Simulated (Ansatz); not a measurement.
Level: PBE, no spin polarisation; 420 eV; 6×6×6 Γ-centred mesh; fermi-dirac occupations (width 0.1 eV); Ansatz 0.2.0, fixed geometry.

Computed maps in the lattice plane spanned by a (left to right, 6.53 Å, 20 points from zero) and b (bottom to top, 6.53 Å, 20 points from zero), 60° apart, at height 0.760 along c. The fields are smooth PAW ones with compensation charges, not the true ones near nuclei.

Valence density. Digits on a logarithmic scale: 0 up to 0.03 e/Å³, each further digit a factor of 1.6, 9 from 1.3 e/Å³ up:
```
44432223579999975444
44443222469999986544
55554432357999997544
56676543345799997544
56899765434577876544
56899986543456665444
46899998643344444333
35799999754333333322
24679999764333333221
22467999764334444432
22345677654334566543
42223455543334677765
64212334433234679997
76421122222224689999
97531111222223579999
98642112233223468999
98643223444433456899
87643223566654445678
66543224578876544566
55432223579999754455
```

Problem. The cell is BeNiTe₆. Which atoms lie within 0.2 Å of this plane, and where (fractions of a and b)?

Solution. Te at (0.24, 0.62), Te at (0.90, 0.24), Te at (0.62, 0.90). The whole cell:
```
Be Ni Te
1.0
     3.26388    5.65321    0.00000
    -3.26388    5.65321    0.00000
     0.00000   -3.76880    5.84701
Be Ni Te
1 1 6
Direct
  0.50000 0.50000 0.50000
  0.00000 0.00000 0.00000
  0.23900 0.61900 0.76000
  0.90200 0.23900 0.76000
  0.61900 0.90200 0.76000
  0.76100 0.38100 0.24000
  0.09800 0.76100 0.24000
  0.38100 0.09800 0.24000
```

Origin: a known structure type with other elements, at an estimated volume, so it need not be a known compound. Caveats: no spin polarisation, so a magnetic state may lie lower.
